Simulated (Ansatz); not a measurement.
SnS₂:
```yaml
crystal:
  lattice:
    - [3.63224, 0.00000, 0.00000]
    - [-1.81612, 3.14561, 0.00000]
    - [0.00000, 0.00000, 5.70059]
  atoms:
    - { symbol: Sn, position: [0.00000, 0.00000, 0.00000] }
    - { symbol: S, position: [0.33333, 0.66667, 0.25735] }
    - { symbol: S, position: [0.66667, 0.33333, 0.74265] }
```

Relaxed with LDA. Special points in fractions of this cell's reciprocal vectors: Γ (0.000, 0.000, 0.000); M (0.500, 0.000, 0.000); K (0.333, 0.333, 0.000); A (0.000, 0.000, 0.500); L (0.500, 0.000, 0.500); H (0.333, 0.333, 0.500).

### Question
List the band energies nearest the valence-band maximum at these points for plane-wave PAW LDA with spin–orbit coupling (Ansatz code).

### Answer
In eV from the valence-band maximum; about four levels below and three above (degenerate sets whole), none deeper than 8.9 eV; points with the same levels are listed once.

```json
[
 {"k": "Γ", "below": "-0.58 -0.58 -0.01 -0.01", "above": "1.56 1.56 3.21 3.21"},
 {"k": "M", "below": "-1.44 -1.44 -0.44 -0.44", "above": "1.49 1.49 4.05 4.05"},
 {"k": "K", "below": "-1.83 -1.83 -1.83 -1.83", "above": "1.54 1.54 6.65 6.65"},
 {"k": "A", "below": "-0.42 -0.42 -0.37 -0.37", "above": "2.92 2.92 3.30 3.30"},
 {"k": "L", "below": "-1.02 -1.02 -0.94 -0.94", "above": "1.23 1.23 4.26 4.26"},
 {"k": "H", "below": "-0.44 -0.44 -0.42 -0.42", "above": "2.89 2.89 4.81 4.81"}
]
```

Space group P-3m1 (CdI2 type). The LDA relaxation kept the symmetry of its start. A crystal of weakly bound layers computed without a dispersion correction: the cell and the soft elastic constants depend strongly on that.

Potentials: the later of the program's two PAW sets.
